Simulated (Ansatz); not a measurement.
Input:

YAlSi:
```cif
data_Al2Si2Y2
_chemical_formula_sum 'Y2 Al2 Si2'
_space_group_name_H-M_alt 'P 1'
_space_group_IT_number 1
_cell_length_a 5.53915
_cell_length_b 5.53915
_cell_length_c 5.70407
_cell_angle_alpha 90.000
_cell_angle_beta 90.000
_cell_angle_gamma 137.788
loop_
_space_group_symop_operation_xyz
  'x, y, z'
loop_
_atom_site_label
_atom_site_type_symbol
_atom_site_fract_x
_atom_site_fract_y
_atom_site_fract_z
_atom_site_occupancy
Y1 Y 0.30542 0.69458 0.75000 1
Y2 Y 0.69458 0.30542 0.25000 1
Al1 Al 0.00000 0.00000 0.00000 1
Al2 Al 0.00000 0.00000 0.50000 1
Si1 Si 0.40124 0.59876 0.25000 1
Si2 Si 0.59876 0.40124 0.75000 1
```

This is the r²SCAN-relaxed structure.

All from DFT-r²SCAN in the program Ansatz with PAW potentials, unless another level is named. Predict the electronic character.

metallic (no gap).

And the formation energy from the elements (no fitted shifts)?

-0.68 eV/atom.

Give the density of states at the Fermi level.

0.28 states/eV per atom (mean over ±0.08 eV).

Space group Cmcm. The workflow started from a Materials Project entry (that database holds measured and hypothetical structures alike); the Crystallography Open Database files this formula in space group No. 63, but the cells were not matched. Whether it is the stable phase at ambient conditions was not checked. The r²SCAN relaxation kept the symmetry of its start; its stability against distortions is not shown here. The run is not spin-polarised. The references are the lowest solids computed at this level, not always the standard phases. Spin–orbit coupling is left out wherever it is not named.

Potentials: the later of the program's two PAW sets.
